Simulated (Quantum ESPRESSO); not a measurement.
# Moving one atom in InAl2GaP4

The results below are calculated, not measured. They come from pw.x of Quantum ESPRESSO 7.5, a plane-wave density functional program, with PseudoDojo standard norm-conserving files (v0.5 for PBE, v0.4.1 for LDA and PBEsol). The cells are made up: elements, strain and atom displacements were drawn at random, and nothing was relaxed. There is no spin polarisation, spin-orbit coupling or dispersion term.

The cell has 8 sites of a zincblende or diamond lattice. Sites 1 to 4 hold In Al Al Ga; sites 5 to 8 hold P P P P. Cell vectors in Å: (5.634, -0.049, 0.009); (-0.049, 5.542, -0.014); (0.009, -0.014, 5.555). Settings: PBE, cutoff 1088 eV, 4 x 4 x 4 k mesh shifted by half a step, Fermi-Dirac smearing of 0.025 eV.

Each run shifts the P atom on site 6 along x and leaves all else fixed. Site 3 is one of its nearest neighbours. E is the free energy of the cell above the lowest run shown.

```
run,shift (Å),Fx on site 6 (eV/Å),Fx on site 3 (eV/Å),P (GPa),E (meV)
1,-0.0949,1.822,-0.196,2.67,154.9
2,0.0093,0.711,0.030,2.41,22.8
3,0.0252,0.540,0.068,2.39,12.8
4,0.0468,0.309,0.121,2.36,3.7
5,0.0636,0.129,0.162,2.35,0.0
7,0.1746,-1.041,0.455,2.39,51.0
6,0.1396,?,?,?,?
```

A rerun of one of these cells at 1377 eV and k mesh 6 x 6 x 6 moved values by no more than 0.007 eV in the cell's energy, 0.02 GPa in stress and 0.002 eV/Å in force.

## Worked fit

A parabola through the six runs shown gives Fx on site 6 = 0.808 - 10.66 u + 0.4 u² eV/Å, with u in Å and a scatter of 0.003 eV/Å. Minus the slope, 10.66 ± 0.07 eV/Å², is this atom's force constant along x at u = 0, with its periodic images moving too. The fitted force vanishes at u = 0.076 Å, where the energy should be lowest along this line. The error is the larger of the fit's own and the change that a cubic makes, rounded up.

## Withheld run

Question: what Fx on site 6 should run 6 give?

The fit gives -0.672 eV/Å. The calculation gave -0.677 eV/Å.

| run | shift (Å) | Fx on site 6 (eV/Å) | Fx on site 3 (eV/Å) | P (GPa) | E (meV) |
| --- | --- | --- | --- | --- | --- |
| 6 | 0.1396 | -0.677 | 0.361 | 2.35 | 20.9 |